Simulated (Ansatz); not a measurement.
# Equation of state of barium, omega (AlB2-type)

The calculation used Ansatz, DFT, PBEsol, plane waves (420 eV) with PAW, scalar-relativistic. The PAW files were generated under PBE, with cores re-solved for the functional.

The cell is scaled uniformly from the relaxed one, with fractional coordinates and shape fixed. Energies are extrapolated to zero smearing, pressures are those at the given smearing. Magnetic state: spin not included.

```json
{"V (Å³/atom)": "51.612", "E − E₀ (meV/atom)": "24.0", "P (GPa)": "1.23"}
{"V (Å³/atom)": "53.958", "E − E₀ (meV/atom)": "9.8", "P (GPa)": "0.76"}
{"V (Å³/atom)": "56.304", "E − E₀ (meV/atom)": "2.1", "P (GPa)": "0.35"}
{"V (Å³/atom)": "58.650", "E − E₀ (meV/atom)": "0.0", "P (GPa)": "-0.02"}
{"V (Å³/atom)": "60.996", "E − E₀ (meV/atom)": "2.9", "P (GPa)": "-0.33"}
{"V (Å³/atom)": "63.342", "E − E₀ (meV/atom)": "10.2", "P (GPa)": "-0.60"}
{"V (Å³/atom)": "65.688", "E − E₀ (meV/atom)": "21.2", "P (GPa)": "-0.84"}
```

(1) Fit a third-order Birch-Murnaghan equation.

Answers

(1) V₀ = 58.40 Å³/atom, B₀ = 8.6 GPa, B₀′ = 2.3.
